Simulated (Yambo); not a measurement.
```
CELL_PARAMETERS angstrom
      5.92953     0.00000     0.00000
     -2.96477     5.13513     0.00000
      0.00000     0.00000    15.70000
ATOMIC_POSITIONS crystal
  Al 0.00000 0.00000 0.00000
  Al 0.66667 0.33333 0.00000
  Cl 0.69307 0.02640 0.08471
  Cl 0.97360 0.66667 0.08471
  Cl 0.33333 0.30693 0.08471
  Cl 0.97360 0.30693 0.91529
  Cl 0.69307 0.66667 0.91529
  Cl 0.33333 0.02640 0.91529
```

Response from Yambo on PBEsol (pw.x of Quantum ESPRESSO, ONCV potentials, without SOC) bands: 6×6×1 mesh, 113 bands, 2 Ry local-field block, 0.2 eV broadening.

Question: Give the static in-plane polarisability without and with local fields.

Answer: 
```csv
field along,"α(0), independent particles (Å)","α(0), RPA with local fields (Å)",screening length 2πα (Å)
x,1.25,0.97,6.1
```
Electronic (clamped-ion) response only. PBEsol gaps are usually too small, which raises these values. Convergence of the RPA response with its 6×6×1 mesh was not tested.

Geometry relaxed with PBEsol.

This is a model layer cut from the bulk structure; whether it is stable on its own was not checked.
